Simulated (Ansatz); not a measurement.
**Sb (diamond type) under strong compression**

```
CELL_PARAMETERS angstrom
0.00000 3.43426 3.43426
3.43426 0.00000 3.43426
3.43426 3.43426 0.00000
ATOMIC_POSITIONS crystal
Sb 0.87500 0.87500 0.87500
Sb 0.12500 0.12500 0.12500
```

The cell comes from a relaxation on PAW files under the same functional, begun from a prototype that needn't be the stable phase.

Its volume is scaled at fixed shape and fractional positions.

Level of theory: DFT with PBEsol, scalar-relativistic, in Ansatz 0.2.0; a Γ-centred 10×10×10 k mesh, Fermi–Dirac smearing of 0.1 eV, no spin polarisation. LAPW: all electrons, basis error target 1 meV/atom; PAW: frozen-core files, cutoff 420 eV; crystal datasets: all electrons, by PAW datasets that the program makes for each cell; norm-conserving: pseudopotentials, cutoff 1088 eV.

Energies are extrapolated to zero smearing and count from the unscaled cell; pressure is positive in compression; gaps take the mesh and a band path. No temperature or zero-point motion is included.

Spin–orbit coupling is left out, which matters for the heavy atoms. The PAW files were made under PBE. The structure type is held throughout; the real material can change phase at far lower pressure.

```json
{"V/V0": "1.00", "V (Å³/atom)": "40.50", "P LAPW (GPa)": "0.04", "ΔE LAPW (eV/atom)": "0.000", "P PAW − LAPW (GPa)": "-0.01", "ΔE PAW − LAPW (meV/atom)": "0.0"}
{"V/V0": "0.95", "V (Å³/atom)": "38.48", "P LAPW (GPa)": "2.03", "ΔE LAPW (eV/atom)": "0.013", "P PAW − LAPW (GPa)": "-0.01", "ΔE PAW − LAPW (meV/atom)": "-0.1"}
{"V/V0": "0.85", "V (Å³/atom)": "34.43", "P LAPW (GPa)": "7.92", "ΔE LAPW (eV/atom)": "0.133", "P PAW − LAPW (GPa)": "-0.01", "ΔE PAW − LAPW (meV/atom)": "-0.5"}
{"V/V0": "0.75", "V (Å³/atom)": "30.38", "P LAPW (GPa)": "17.97", "ΔE LAPW (eV/atom)": "0.448", "P PAW − LAPW (GPa)": "-0.01", "ΔE PAW − LAPW (meV/atom)": "-0.8"}
{"V/V0": "0.65", "V (Å³/atom)": "26.33", "P LAPW (GPa)": "36.2", "ΔE LAPW (eV/atom)": "1.107", "P PAW − LAPW (GPa)": "-0.01", "ΔE PAW − LAPW (meV/atom)": "-1.0"}
{"V/V0": "0.55", "V (Å³/atom)": "22.28", "P LAPW (GPa)": "?", "ΔE LAPW (eV/atom)": "?", "P PAW − LAPW (GPa)": "?", "ΔE PAW − LAPW (meV/atom)": "?"}
{"V/V0": "0.45", "V (Å³/atom)": "18.23", "P LAPW (GPa)": "150.2", "ΔE LAPW (eV/atom)": "5.090", "P PAW − LAPW (GPa)": "0.06", "ΔE PAW − LAPW (meV/atom)": "-0.2"}
{"V/V0": "0.40", "V (Å³/atom)": "16.20", "P LAPW (GPa)": "223.6", "ΔE LAPW (eV/atom)": "7.415", "P PAW − LAPW (GPa)": "0.12", "ΔE PAW − LAPW (meV/atom)": "1.0"}
```

Task: Fit the Vinet equation to the LAPW pressures shown (residuals weighted by 1/(|P| + 0.03·Pmax)), and predict the pressure of the withheld row.

Result: The fit gives V0 = 40.68 Å³/atom, B0 = 30.3 GPa and B0′ = 5.04. At 22.28 Å³/atom, x = (V/V0)^(1/3) = 0.8181, and P = 3·B0·(1 − x)/x²·exp[1.5·(B0′ − 1)·(1 − x)] = 74.4 GPa. The run itself gave 71.9 GPa (+3.4 % off) and ΔE = 2.418 eV/atom.

Task: From the table, what is the rise of the enthalpy H = E + pV up to the last row, and how stiff is the crystal between the last two rows?

Result: ΔH = 7.415 eV + (223.6 GPa × 16.20 Å³ − 0.04 GPa × 40.50 Å³) × 0.006242 eV/(GPa·Å³) = 30.02 eV/atom, of which pV makes 75 %. The mean bulk modulus there is −ΔP/Δln V = 623 GPa.

Task: At the smallest volume, how far do crystal datasets and norm-conserving lie from LAPW in pressure?

Result: crystal datasets: 0.00 GPa; norm-conserving: -1.39 GPa, on a LAPW pressure of 223.6 GPa.
